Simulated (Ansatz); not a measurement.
Mo:
```
Mo
1.0
    0.00000     2.84376     2.84376
    2.84376     0.00000     2.84376
    2.84376     2.84376     0.00000
Mo
2
Direct
  0.00000   0.00000   0.00000
  0.25000   0.25000   0.25000
```

Relaxed with PBE. Special points in fractions of this cell's reciprocal vectors: Γ (0.000, 0.000, 0.000); X (0.500, 0.000, 0.500); U (0.625, 0.250, 0.625); K (0.375, 0.375, 0.750); L (0.500, 0.500, 0.500); W (0.500, 0.250, 0.750).

### Question
List the band energies nearest the Fermi level at these points for PBE in the plane-wave PAW code Ansatz.

### Answer
In eV from the Fermi level; about four levels below and three above (degenerate sets whole), none deeper than 8.9 eV; points with the same levels are listed once.

```json
[
 {"k": "Γ", "below": "-2.21 -2.21 -1.34 -1.34 -1.34", "above": "1.30 1.30 1.30"},
 {"k": "X", "below": "-1.54 -1.54 -0.03 -0.03", "above": "0.57 0.57 3.94 3.94"},
 {"k": "U", "below": "-2.67 -1.94 -0.95 -0.34", "above": "0.26 0.41 0.52"},
 {"k": "L", "below": "-1.96 -1.96 -1.59 -1.59", "above": "0.34 2.27 2.27"},
 {"k": "W", "below": "-1.08 -1.08 -0.05 -0.05", "above": "0.20 0.20 4.42 4.42"}
]
```

Space group Fd-3m (diamond). The start of the workflow was typed in or built on a structure type; neither database checked (COD, Materials Project) lists it. It is not the phase usual at ambient conditions (space group No. 229). The PBE relaxation kept the symmetry of its start; whether a distortion lowers the energy is not shown. No spin polarisation was allowed. Scalar-relativistic: spin–orbit coupling is off unless named, which matters more the heavier the elements.

Potentials: the later of the program's two PAW sets.
